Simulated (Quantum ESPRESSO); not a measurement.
# Hf3AlO7F: finding a planted mistake in a log

Computed values, not a measurement. The program is pw.x of Quantum ESPRESSO 7.5 (plane-wave density functional theory). The cell is made up: 12 atoms on a fluorite lattice, with randomly drawn elements, strain and displacements, not relaxed. PseudoDojo standard norm-conserving files (v0.5 for PBE, v0.4.1 for LDA and PBEsol) set the functional; there is no spin polarisation, spin-orbit coupling or dispersion term, and the masses in the input are unused placeholders.

The hafnium pseudopotential is less sure than the others, with forces about 3 percent (worst 6) and pressure in oxides about 1.5 GPa (worst 2.7) from a second method in checks, which no rerun with the same files tests.

Intended input:

```
&control calculation='scf', pseudo_dir='./dojo.nc.sr.pbe.v0_5.standard.upf', outdir='./o', disk_io='medium', tprnfor=.true., tstress=.true. /
&system ibrav=0, nat=12, ntyp=4, nbnd=50, ecutwfc=84.00895049, nosym=.true., tot_charge=0,
 occupations='smearing', smearing='fd', degauss=0.0018374661
/
&electrons conv_thr=7.350e-09, electron_maxstep=60, /
ATOMIC_SPECIES
Al 1.0 Al.upf
F 1.0 F.upf
Hf 1.0 Hf.upf
O 1.0 O.upf
CELL_PARAMETERS angstrom
5.0505 0.0279 -0.0204
0.0279 5.0965 0.0458
-0.0204 0.0458 5.0645
ATOMIC_POSITIONS angstrom
Hf -0.0211 0.0276 0.0605
Hf -0.0055 2.5517 2.5622
Al 2.5007 0.0949 2.4993
Hf 2.5639 2.5789 0.0576
O 1.2264 1.1188 1.296
F 1.1518 1.3612 3.7357
O 1.2448 3.8378 1.3194
O 1.3811 3.7379 3.7706
O 3.778 1.241 1.2741
O 3.6413 1.3571 3.756
O 3.7265 3.9074 1.1571
O 3.8119 4.0077 3.826
K_POINTS automatic
4 4 4 1 1 1
```

The log is shortened where brackets say so; the opening notice, blank lines, dates and the lines on written files are dropped, and the path of the files is cut. It prints rydbergs, bohrs and kilobars, and counts compression as positive stress. Where no state is partly filled, the Fermi energy that it prints is only some level between the filled and the empty states on the mesh, and need not lie in the true gap.

Log of the intended run:

```
     Program PWSCF v.7.5
     Parallel version (MPI & OpenMP), running on       1 processor cores
     Number of MPI processes:                 1
     Threads/MPI process:                     1
     [start-up lines left out]
     bravais-lattice index     =            0
     lattice parameter (alat)  =       9.5443  a.u.
     unit-cell volume          =     879.5973 (a.u.)^3
     number of atoms/cell      =           12
     number of atomic types    =            4
     number of electrons       =        88.00
     number of Kohn-Sham states=           50
     kinetic-energy cutoff     =      84.0090  Ry
     charge density cutoff     =     336.0358  Ry
     scf convergence threshold =      7.3E-09
     mixing beta               =       0.7000
     number of iterations used =            8  plain     mixing
     Exchange-correlation= PBE
                           (   1   4   3   4   0   0   0)
     [axes and pseudopotential details left out]
   Cartesian axes
     site n.     atom                  positions (alat units)
         1        Hf     tau(   1) = (  -0.0041777   0.0054647   0.0119787  )
         2        Hf     tau(   2) = (  -0.0010890   0.5052253   0.5073042  )
         3        Al     tau(   3) = (   0.4951275   0.0187898   0.4948503  )
         4        Hf     tau(   4) = (   0.5076408   0.5106108   0.0114045  )
         5        O      tau(   5) = (   0.2428218   0.2215174   0.2566022  )
         6        F      tau(   6) = (   0.2280513   0.2695116   0.7396520  )
         7        O      tau(   7) = (   0.2464649   0.7598674   0.2612353  )
         8        O      tau(   8) = (   0.2734517   0.7400876   0.7465621  )
         9        O      tau(   9) = (   0.7480272   0.2457125   0.2522661  )
        10        O      tau(  10) = (   0.7209612   0.2686998   0.7436713  )
        11        O      tau(  11) = (   0.7378305   0.7736479   0.2291007  )
        12        O      tau(  12) = (   0.7547393   0.7935068   0.7575310  )
     number of k points=    32  Fermi-Dirac smearing, width (Ry)=  0.0018
                       cart. coord. in units 2pi/alat
        k(    1) = (   0.1248296   0.1220765   0.1240562), wk =   0.0625000
        k(    2) = (   0.1258492   0.1198302   0.3733954), wk =   0.0625000
     [further k points left out]
     Dense  grid:    91449 G-vectors     FFT dimensions: (  60,  60,  60)
     Estimated max dynamical RAM per process >     157.65 MB
     Initial potential from superposition of free atoms
     starting charge      87.9920, renormalised to      88.0000
     Starting wfcs are   66 randomized atomic wfcs
     total cpu time spent up to now is       18.1 secs
     per-process dynamical memory:    98.1 Mb
     Self-consistent Calculation
     iteration #  1     ecut=    84.01 Ry     beta= 0.70
     Davidson diagonalization with overlap
     ethr =  1.00E-02,  avg # of iterations =  2.0
     total cpu time spent up to now is       45.2 secs
     total energy              =    -623.39057398 Ry
     estimated scf accuracy    <       4.08356331 Ry
     iteration #  2     ecut=    84.01 Ry     beta= 0.70
     Davidson diagonalization with overlap
     ethr =  4.64E-03,  avg # of iterations =  4.6
     total cpu time spent up to now is       83.2 secs
     total energy              =    -623.44691217 Ry
     estimated scf accuracy    <       8.48950403 Ry
     [iterations 3 to 12 left out]
     iteration # 13     ecut=    84.01 Ry     beta= 0.70
     Davidson diagonalization with overlap
     ethr =  1.35E-10,  avg # of iterations =  2.0
     total cpu time spent up to now is      445.0 secs
     total energy              =    -625.36573972 Ry
     estimated scf accuracy    <       0.00000001 Ry
     iteration # 14     ecut=    84.01 Ry     beta= 0.70
     Davidson diagonalization with overlap
     ethr =  1.44E-11,  avg # of iterations =  4.1
     total cpu time spent up to now is      477.0 secs
     End of self-consistent calculation
     [lines on levels left out]
     the Fermi energy is    12.1614 ev
!    total energy              =    -625.36573973 Ry
     estimated scf accuracy    <          5.6E-10 Ry
     smearing contrib. (-TS)   =       0.00000000 Ry
     internal energy E=F+TS    =    -625.36573973 Ry
     The total energy is F=E-TS. E is the sum of the following terms:
     one-electron contribution =    -131.12853304 Ry
     hartree contribution      =     118.66632421 Ry
     xc contribution           =    -157.93642945 Ry
     ewald contribution        =    -454.96710145 Ry
     convergence has been achieved in  14 iterations
     Forces acting on atoms (cartesian axes, Ry/au):
     atom    1 type  3   force =    -0.08133380   -0.10623145    0.02361711
     atom    2 type  3   force =    -0.08116851    0.12168676   -0.06588737
     atom    3 type  1   force =     0.05757855   -0.06487271   -0.03208627
     atom    4 type  3   force =     0.04723507    0.08409858    0.01924612
     atom    5 type  4   force =     0.05583154    0.06845930    0.02404437
     atom    6 type  2   force =     0.01875096   -0.06566380    0.03911342
     atom    7 type  4   force =    -0.01999381   -0.04609669   -0.01128487
     atom    8 type  4   force =    -0.02758696    0.04249461    0.00421082
     atom    9 type  4   force =    -0.00097221    0.02730265    0.00942686
     atom   10 type  4   force =    -0.00660539    0.01544600   -0.00284521
     atom   11 type  4   force =     0.01270496   -0.04148312    0.05244864
     atom   12 type  4   force =     0.02555959   -0.03514013   -0.06000363
     Total force =     0.305748     Total SCF correction =     0.000055
     Computing stress (Cartesian axis) and pressure
          total   stress  (Ry/bohr**3)                   (kbar)     P=      -33.43
  -0.00016265  -0.00004456   0.00012764          -23.93       -6.55       18.78
  -0.00004456  -0.00036942  -0.00000300           -6.55      -54.34       -0.44
   0.00012764  -0.00000300  -0.00014964           18.78       -0.44      -22.01
     init_run     :     16.87s CPU     17.98s WALL (       1 calls)
     electrons    :    433.63s CPU    458.88s WALL (       1 calls)
     forces       :      5.95s CPU      6.03s WALL (       1 calls)
     stress       :     22.71s CPU     23.64s WALL (       1 calls)
     [timing details left out]
     PWSCF        :   7m59.36s CPU   8m26.92s WALL
     JOB DONE.
```

A second run was made from an input with one planted mistake. Its log:

```
     Program PWSCF v.7.5
     Parallel version (MPI & OpenMP), running on       1 processor cores
     Number of MPI processes:                 1
     Threads/MPI process:                     1
     [start-up lines left out]
     bravais-lattice index     =            0
     lattice parameter (alat)  =       9.3772  a.u.
     unit-cell volume          =     834.2222 (a.u.)^3
     number of atoms/cell      =           12
     number of atomic types    =            4
     number of electrons       =        88.00
     number of Kohn-Sham states=           50
     kinetic-energy cutoff     =      84.0090  Ry
     charge density cutoff     =     336.0358  Ry
     scf convergence threshold =      7.3E-09
     mixing beta               =       0.7000
     number of iterations used =            8  plain     mixing
     Exchange-correlation= PBE
                           (   1   4   3   4   0   0   0)
     [axes and pseudopotential details left out]
   Cartesian axes
     site n.     atom                  positions (alat units)
         1        Hf     tau(   1) = (  -0.0041715   0.0054613   0.0119705  )
         2        Hf     tau(   2) = (  -0.0010882   0.5052178   0.5073137  )
         3        Al     tau(   3) = (   0.4951215   0.0187819   0.4948596  )
         4        Hf     tau(   4) = (   0.5076361   0.5106186   0.0114062  )
         5        O      tau(   5) = (   0.2428149   0.2215139   0.2565991  )
         6        F      tau(   6) = (   0.2280433   0.2695167   0.7396494  )
         7        O      tau(   7) = (   0.2464625   0.7598621   0.2612341  )
         8        O      tau(   8) = (   0.2734464   0.7400927   0.7465616  )
         9        O      tau(   9) = (   0.7480327   0.2457168   0.2522663  )
        10        O      tau(  10) = (   0.7209682   0.2687106   0.7436798  )
        11        O      tau(  11) = (   0.7378357   0.7736463   0.2291114  )
        12        O      tau(  12) = (   0.7547435   0.7935165   0.7575245  )
     number of k points=    32  Fermi-Dirac smearing, width (Ry)=  0.0018
                       cart. coord. in units 2pi/alat
        k(    1) = (   0.1248288   0.1220766   0.1240540), wk =   0.0625000
        k(    2) = (   0.1258462   0.1198303   0.3733909), wk =   0.0625000
     [further k points left out]
     Dense  grid:    86835 G-vectors     FFT dimensions: (  60,  60,  60)
     Estimated max dynamical RAM per process >     151.10 MB
     Initial potential from superposition of free atoms
     starting charge      87.9920, renormalised to      88.0000
     Starting wfcs are   66 randomized atomic wfcs
     total cpu time spent up to now is       12.9 secs
     per-process dynamical memory:    94.6 Mb
     Self-consistent Calculation
     iteration #  1     ecut=    84.01 Ry     beta= 0.70
     Davidson diagonalization with overlap
     ethr =  1.00E-02,  avg # of iterations =  2.0
     total cpu time spent up to now is       36.5 secs
     total energy              =    -623.47638693 Ry
     estimated scf accuracy    <       3.97039529 Ry
     iteration #  2     ecut=    84.01 Ry     beta= 0.70
     Davidson diagonalization with overlap
     ethr =  4.51E-03,  avg # of iterations =  4.2
     total cpu time spent up to now is       69.2 secs
     total energy              =    -623.89296541 Ry
     estimated scf accuracy    <       6.57262430 Ry
     [iterations 3 to 12 left out]
     iteration # 13     ecut=    84.01 Ry     beta= 0.70
     Davidson diagonalization with overlap
     ethr =  2.94E-10,  avg # of iterations =  2.0
     total cpu time spent up to now is      399.0 secs
     total energy              =    -625.35731690 Ry
     estimated scf accuracy    <       0.00000002 Ry
     iteration # 14     ecut=    84.01 Ry     beta= 0.70
     Davidson diagonalization with overlap
     ethr =  1.79E-11,  avg # of iterations =  4.4
     total cpu time spent up to now is      427.3 secs
     End of self-consistent calculation
     [lines on levels left out]
     the Fermi energy is    13.2687 ev
!    total energy              =    -625.35731691 Ry
     estimated scf accuracy    <          7.4E-10 Ry
     smearing contrib. (-TS)   =      -0.00000000 Ry
     internal energy E=F+TS    =    -625.35731691 Ry
     The total energy is F=E-TS. E is the sum of the following terms:
     one-electron contribution =    -119.58930513 Ry
     hartree contribution      =     115.72807681 Ry
     xc contribution           =    -158.42600112 Ry
     ewald contribution        =    -463.07008746 Ry
     convergence has been achieved in  14 iterations
     Forces acting on atoms (cartesian axes, Ry/au):
     atom    1 type  3   force =    -0.07929303   -0.11129137    0.00888600
     atom    2 type  3   force =    -0.09459561    0.13292444   -0.07538925
     atom    3 type  1   force =     0.05931861   -0.07091595   -0.03053373
     atom    4 type  3   force =     0.04324561    0.07904211    0.02169613
     atom    5 type  4   force =     0.06806500    0.07785647    0.03147797
     atom    6 type  2   force =     0.03076823   -0.07901525    0.04554898
     atom    7 type  4   force =    -0.01477834   -0.04607601   -0.00734055
     atom    8 type  4   force =    -0.03018578    0.05851107   -0.00054798
     atom    9 type  4   force =    -0.00531972    0.02631265    0.01726322
     atom   10 type  4   force =    -0.01005893    0.01017593   -0.00758467
     atom   11 type  4   force =     0.01059873   -0.03997619    0.06788436
     atom   12 type  4   force =     0.02223522   -0.03754790   -0.07136049
     Total force =     0.333764     Total SCF correction =     0.000068
     Computing stress (Cartesian axis) and pressure
          total   stress  (Ry/bohr**3)                   (kbar)     P=       92.93
   0.00070105  -0.00003222   0.00021351          103.13       -4.74       31.41
  -0.00003222   0.00047752  -0.00000781           -4.74       70.24       -1.15
   0.00021351  -0.00000781   0.00071659           31.41       -1.15      105.41
     init_run     :     12.13s CPU     12.80s WALL (       1 calls)
     electrons    :    395.51s CPU    414.35s WALL (       1 calls)
     forces       :      5.24s CPU      5.30s WALL (       1 calls)
     stress       :     19.46s CPU     20.41s WALL (       1 calls)
     [timing details left out]
     PWSCF        :   7m12.58s CPU   7m33.26s WALL
     JOB DONE.
```

Question: what was wrong in the second input?

Answer: the cell and the positions are scaled by a wrong factor. The input lines that differ, file-writing options aside:

```
- 5.0505 0.0279 -0.0204
+ 4.9621 0.0274 -0.02
- 0.0279 5.0965 0.0458
+ 0.0274 5.0073 0.045
- -0.0204 0.0458 5.0645
+ -0.02 0.045 4.9759
- Hf -0.0211 0.0276 0.0605
+ Hf -0.0207 0.0271 0.0594
- Hf -0.0055 2.5517 2.5622
+ Hf -0.0054 2.507 2.5174
- Al 2.5007 0.0949 2.4993
+ Al 2.4569 0.0932 2.4556
- Hf 2.5639 2.5789 0.0576
+ Hf 2.519 2.5338 0.0566
- O 1.2264 1.1188 1.296
+ O 1.2049 1.0992 1.2733
- F 1.1518 1.3612 3.7357
+ F 1.1316 1.3374 3.6703
- O 1.2448 3.8378 1.3194
+ O 1.223 3.7706 1.2963
- O 1.3811 3.7379 3.7706
+ O 1.3569 3.6725 3.7046
- O 3.778 1.241 1.2741
+ O 3.7119 1.2193 1.2518
- O 3.6413 1.3571 3.756
+ O 3.5776 1.3334 3.6903
- O 3.7265 3.9074 1.1571
+ O 3.6613 3.839 1.1369
- O 3.8119 4.0077 3.826
+ O 3.7452 3.9376 3.759
```

```
                                            intended run  run with the mistake
                          free energy (eV)     -8508.534             -8508.420
                    smearing term -TS (eV)        0.0000                0.0000
                            pressure (GPa)         -3.34                  9.29
            largest force component (eV/Å)         3.129                 3.418
largest change of a force component (eV/Å)                               0.412
                                iterations            14                    14
```

For scale, a rerun of the intended cell at 1437 eV and a 6 x 6 x 6 mesh moved values by no more than 0.002 eV in energy, 0.04 GPa in stress and 0.002 eV/Å in force.